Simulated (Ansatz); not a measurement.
TiO$_{2}$:
```cif
data_O16Ti8
_chemical_formula_sum 'Ti8 O16'
_space_group_name_H-M_alt 'Pbca'
_space_group_IT_number 61
_space_group_name_Hall '-P 2ac 2ab'
_cell_length_a 5.11953
_cell_length_b 9.16718
_cell_length_c 5.43913
_cell_angle_alpha 90.000
_cell_angle_beta 90.000
_cell_angle_gamma 90.000
loop_
_atom_site_label
_atom_site_type_symbol
_atom_site_symmetry_multiplicity
_atom_site_Wyckoff_symbol
_atom_site_fract_x
_atom_site_fract_y
_atom_site_fract_z
_atom_site_occupancy
Ti1 Ti 8 c 0.13807 0.37110 0.40463 1
O1 O 8 c 0.31577 0.48971 0.14845 1
O2 O 8 c 0.46465 0.27001 0.39084 1
```

Relaxed with PBEsol.

Question: Which orbitals make up the states near the band edges in plane-wave PAW PBEsol (Ansatz code)?

Answer: Top 1 eV of the valence band: O 2p 92 %, Ti 3d 6 %. Bottom 1 eV of the conduction band: Ti 3d 89 %, O 2p 9 %. Projections are on Löwdin-orthogonalised atomic valence shells; empty p or d shells of many metals are not among them.

Question: Tabulate the density of states.

Answer: States/eV per cell of 24 atoms, in 0.25 eV bins, energy from the valence-band maximum.

| E (eV) | total | O 2p | Ti 3d | O 2s |
|---|---|---|---|---|
| -5.10 | 0.00 | 0.00 | 0.00 | 0.00 |
| -4.85 | 13.08 | 8.91 | 3.01 | 0.07 |
| -4.60 | 27.25 | 18.68 | 6.77 | 0.14 |
| -4.35 | 22.46 | 15.65 | 5.79 | 0.12 |
| -4.10 | 24.08 | 17.17 | 6.02 | 0.11 |
| -3.85 | 26.35 | 18.92 | 6.56 | 0.13 |
| -3.60 | 20.12 | 14.70 | 4.74 | 0.13 |
| -3.35 | 15.80 | 11.55 | 3.69 | 0.13 |
| -3.10 | 17.37 | 12.97 | 3.74 | 0.21 |
| -2.85 | 15.66 | 11.99 | 2.98 | 0.21 |
| -2.60 | 17.66 | 13.86 | 2.97 | 0.25 |
| -2.35 | 20.97 | 16.76 | 3.37 | 0.25 |
| -2.10 | 16.68 | 13.66 | 2.38 | 0.19 |
| -1.85 | 18.73 | 15.78 | 2.26 | 0.17 |
| -1.60 | 23.35 | 20.30 | 2.29 | 0.16 |
| -1.35 | 19.59 | 17.00 | 2.05 | 0.12 |
| -1.10 | 21.82 | 19.25 | 2.08 | 0.10 |
| -0.85 | 24.93 | 22.70 | 1.76 | 0.10 |
| -0.60 | 22.10 | 20.54 | 1.22 | 0.07 |
| -0.35 | 12.94 | 12.17 | 0.62 | 0.03 |
| -0.10 | 3.07 | 2.92 | 0.12 | 0.00 |
| 0.15 | 0.00 | 0.00 | 0.00 | 0.00 |
| 0.40 | 0.00 | 0.00 | 0.00 | 0.00 |
| 0.65 | 0.00 | 0.00 | 0.00 | 0.00 |
| 0.90 | 0.00 | 0.00 | 0.00 | 0.00 |
| 1.15 | 0.00 | 0.00 | 0.00 | 0.00 |
| 1.40 | 0.00 | 0.00 | 0.00 | 0.00 |
| 1.65 | 0.00 | 0.00 | 0.00 | 0.00 |
| 1.90 | 0.00 | 0.00 | 0.00 | 0.00 |
| 2.15 | 0.00 | 0.00 | 0.00 | 0.00 |
| 2.40 | 1.03 | 0.08 | 0.94 | 0.00 |
| 2.65 | 5.30 | 0.41 | 4.82 | 0.02 |
| 2.90 | 30.55 | 2.58 | 27.32 | 0.22 |
| 3.15 | 31.69 | 2.95 | 28.09 | 0.22 |
| 3.40 | 26.06 | 3.42 | 22.02 | 0.21 |
| 3.65 | 21.99 | 3.55 | 17.83 | 0.21 |
| 3.90 | 23.84 | 4.59 | 18.59 | 0.19 |
| 4.15 | 23.75 | 5.22 | 17.73 | 0.17 |
| 4.40 | 20.06 | 5.00 | 14.21 | 0.12 |
| 4.65 | 7.72 | 2.03 | 5.23 | 0.04 |
| 4.90 | 0.00 | 0.00 | 0.00 | 0.00 |
| 5.15 | 1.32 | 0.10 | 0.99 | 0.18 |
| 5.40 | 12.75 | 1.31 | 9.29 | 1.66 |
| 5.65 | 14.08 | 2.09 | 9.96 | 1.52 |
| 5.90 | 10.43 | 2.07 | 7.12 | 0.85 |
| 6.15 | 15.97 | 3.67 | 10.65 | 1.09 |
| 6.40 | 13.09 | 3.42 | 8.52 | 0.69 |
| 6.65 | 17.28 | 5.00 | 10.96 | 0.70 |
| 6.90 | 9.93 | 3.01 | 6.23 | 0.35 |

Symmetry was held in the PBEsol relaxation. No spin polarisation was allowed.

Potentials: the later of the program's two PAW sets.
